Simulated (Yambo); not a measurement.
Yambo run on FeSi (space group P2_13, No. 198). The wavefunctions are norm-conserving PBEsol (Quantum ESPRESSO, 90 Ry, no spin-orbit coupling) ones on a 4×4×4 mesh (40 occupied bands); a = b = c = 4.402 Å, α = β = γ = 90.00°.

Yambo input:

```
rim_cut
gw0
dyson
el_el_corr
HF_and_locXC
cohsex
em1s
RandQpts= 1000000
RandGvec= 1 Ry
EXXRLvcs= 90 Ry
VXCRLvcs= 360 Ry
Chimod= "HARTREE"
% BndsRnXs
 17 | 146 |
%
NGsBlkXs= 7 Ry
% LongDrXs
 1.0 | 1.0 | 1.0 |
%
ExtendOut
% QPkrange
 3 | 3 | 40 | 40 |
 4 | 4 | 40 | 41 |
%
```

k points by index: 3 = X, 4 = (0, 0.25, 0.25).

Resulting energies as the program prints them:

```
#    K-point    Band    Eo [eV]    E [eV]    E-Eo [eV]    Vxc [eV]    Vnlxc [eV]    Sc|Eo [eV]    Re(Z)    Im(Z)
#
    3    40    0.000000    -0.588057    -0.588057    -26.66283    -28.27249    1.021609    1.000000    0.000000
    4    40    -0.025434    -0.738598    -0.713165    -25.74219    -28.13691    1.681553    1.000000    0.000000
    4    41    0.146468    -0.311807    -0.458275    -27.00044    -24.21043    -3.248280    1.000000    0.000000
```
(The two width columns are left out.) Convergence of these settings isn't established.

Geometry of the Materials Project entry, not relaxed at this level.

The runs are not spin-polarised; magnetic order was not tried.
